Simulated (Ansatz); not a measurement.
**Slab of hcp Re (10-10), 6 layers**

The slab is cut from the hcp crystal, the stable phase, as relaxed on PAW files (14.95 Å³/atom), with 16 Å of vacuum and a dipole correction:

```
Re
1.0
     2.77586    0.00000    0.00000
     0.00000    4.48188    0.00000
     0.00000    0.00000   21.60930
Re
6
Direct
  0.75000 0.75000 0.37021
  0.25000 0.25000 0.40729
  0.25000 0.75000 0.48146
  0.75000 0.25000 0.51854
  0.75000 0.75000 0.59271
  0.25000 0.25000 0.62979
```

All numbers are PBE results (scalar-relativistic) from Ansatz 0.2.0, with a Γ-centred 15×9×1 k mesh, Fermi–Dirac smearing of 0.08 eV, no spin polarisation. Methods: LAPW: all electrons, basis error target 1 meV/atom; PAW: frozen-core files, cutoff 420 eV.

The bulk energy comes from a cell in the slab's orientation on a 15×9×9 mesh. The surface energy is (E(slab) − N·E(bulk))/2A at zero smearing, the mean of both faces; thin slabs carry quantum-size effects.

Spin–orbit coupling is left out, which matters for the heavy atoms. The cell is 1×1, so reconstructions are forbidden.

Task: As cut, the LAPW slab lies 4.783 eV above 6 atoms of bulk. What surface energy is that?

Result: Over two faces of 12.44 Å² it is 192.2 meV/Å², and times 16.02 J/m² per eV/Å² that gives γ = 3.080 J/m².

Task: What do relaxation and the other method give, and what work function comes out?

Result: 

| method | γ as cut (J/m²) | γ relaxed (J/m²) | Φ as cut (eV) | Φ relaxed (eV) |
| --- | --- | --- | --- | --- |
| LAPW | 3.080 | – | 4.70 | – |
| PAW | 3.082 | 2.970 | 4.70 | 4.69 |

Task: What changes if the images along the normal are cut off in place of the dipole correction?

Result: LAPW then gives: no gap, work function 4.69 eV; PAW: no gap, work function 4.69 eV.

Task: A 4f core hole is made on one atom of each kind in every 1×1 cell (PAW hole dataset, neutral cell, valence without spin). What does it cost by layer?

Result: layer 1 41.07 eV, layer 2 41.23 eV, layer 3 41.38 eV. Shifts between layers mean more than the absolute values, and a whole layer of holes screens otherwise than one hole.
